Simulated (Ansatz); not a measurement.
Relaxed Li (bcc, W type):

```yaml
crystal:
  lattice:
    - [-3.47628, 3.47628, 3.47628]
    - [0.00000, 0.00000, 3.47628]
    - [0.00000, 3.47628, 0.00000]
  atoms:
    - { symbol: Li, position: [0.00000, 0.00000, 0.00000] }
    - { symbol: Li, position: [0.50000, 0.00000, 0.00000] }
```

A phonon eigenvector at H = (0.5, 0.5, 0.5) is frozen into this cell: atom i moves by Q times the vector below, so Q is the largest atomic displacement, in Å. The cell is held. It is one choice among 3 degenerate patterns. (q is in reciprocal vectors of the primitive cell; the cell shown is doubled to hold the pattern.)

```tsv
atom	x	y	z
Li1	0.000	0.000	-1.000
Li2	0.000	0.000	1.000
```

Level of theory: r2SCAN (plane waves to 500 eV, PAW, scalar-relativistic; Ansatz, an electronic-structure program). k mesh 19×19×19 (Γ-centred), Fermi-Dirac smearing 0.05 eV. The energy includes the smearing's −TS. With partly filled bands, energies and forces of such displacements shift with the k mesh and the smearing. Li was relaxed with its symmetry unable to fall. The PAW data are Ansatz's earlier set. The zero of ΔE is the undisplaced structure. The last digit holds for this mesh only.

```
Q (Å)    ΔE (meV/cell)
-------  -------------
-0.1000          27.91
-0.0833       withheld
-0.0667          12.46
-0.0500           7.02
-0.0333           3.12
-0.0167           0.78
0.0000            0.00
0.0167            0.78
0.0333            3.12
0.0500            7.02
0.0667           12.46
0.0833        withheld
0.1000           27.91
```

Problem. Fit an even polynomial form (powers 2, 4) to the given rows and predict ΔE at Q = 0.0833.

Solution. Least squares on the 11 given rows: ΔE = (2811)·Q² + (-1995)·Q⁴, in meV/cell with Q in Å; root-mean-square residual 0.004 meV/cell. At 0.0833 the fit gives 19.41 meV/cell; the calculation gives 19.43 meV/cell, so the interpolation is off by -0.02 (-0.1 %). The quadratic term alone would give 19.51 meV/cell.

(For displaced atoms, the force is minus the slope of the energy, and its curvature is a force constant, which sets phonon frequencies.)
